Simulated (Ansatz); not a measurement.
# Equation of state of KLuS2

```cif
data_structure
_symmetry_space_group_name_H-M 'P 1'
_symmetry_Int_Tables_number 1
_cell_length_a 7.6385
_cell_length_b 7.6385
_cell_length_c 7.6385
_cell_angle_alpha 29.961
_cell_angle_beta 29.961
_cell_angle_gamma 29.961
_cell_volume 98.46
loop_
_atom_site_label
_atom_site_type_symbol
_atom_site_fract_x
_atom_site_fract_y
_atom_site_fract_z
_atom_site_occupancy
K1 K 0.00000 0.00000 0.00000 1
Lu1 Lu 0.50000 0.50000 0.50000 1
S1 S 0.23369 0.23369 0.23369 1
S2 S 0.76631 0.76631 0.76631 1
```

The runs use the primitive cell with vectors (1.975, 1.140, 7.290), (-1.975, 1.140, 7.290), (0.000, -2.280, 7.290) Å, to which the k mesh refers.

The conventional cell has a = 3.949 Å, b = 3.949 Å, c = 21.871 Å, α = 90.00°, β = 90.00°, γ = 120.00°. Around K (atom 1) lie 6 S at 3.15 Å. Around Lu (atom 2) lie 6 S at 2.71 Å. S (atom 3) has 3 Lu at 2.71 Å as nearest neighbours.

The geometry is COD entry 2105802, unchecked; take it as a test cell.

Spin–orbit coupling is left out, though it moves levels of the heavy atoms by tenths of an eV or more.

Methods: DFT, LDA, all-electron LAPW, scalar-relativistic (Ansatz 0.2.0); DFT, LDA, PAW with Ansatz's default frozen-core files, scalar-relativistic (Ansatz 0.2.0).

For LAPW: a Γ-centred 7×7×7 k mesh, Fermi–Dirac smearing of 0.01 eV, basis error target 1 meV/atom, no spin polarisation. PAW takes a cutoff of 420 eV at this cell (files made with PBE, cores remade for this functional). The Ansatz runs share mesh, smearing and spin set-up. Plane-wave (PAW) pressures include the program's estimate of the Pulay term.

The cell above is scaled evenly, with fractional coordinates and shape held.

| V/V(cell) | V (Å³/atom) | P, LAPW (GPa) | P, PAW (GPa) | gap on the k mesh, LAPW (eV) |
| --- | --- | --- | --- | --- |
| 0.9400 | 23.138 | -0.29 | -0.30 | 1.97 |
| 0.9600 | 23.630 | -1.61 | -1.61 | 2.03 |
| 0.9800 | 24.122 | -2.79 | -2.79 | 2.07 |
| 0.9900 | 24.368 | -3.33 | -3.34 | 2.10 |
| 1.0000 | 24.615 | -3.84 | -3.85 | 2.12 |
| 1.0100 | 24.861 | -4.33 | -4.34 | 2.14 |
| 1.0200 | 25.107 | -4.79 | -4.80 | 2.16 |
| 1.0400 | 25.599 | -5.64 | -5.64 | 2.20 |
| 1.0600 | 26.091 | -6.40 | -6.40 | 2.23 |
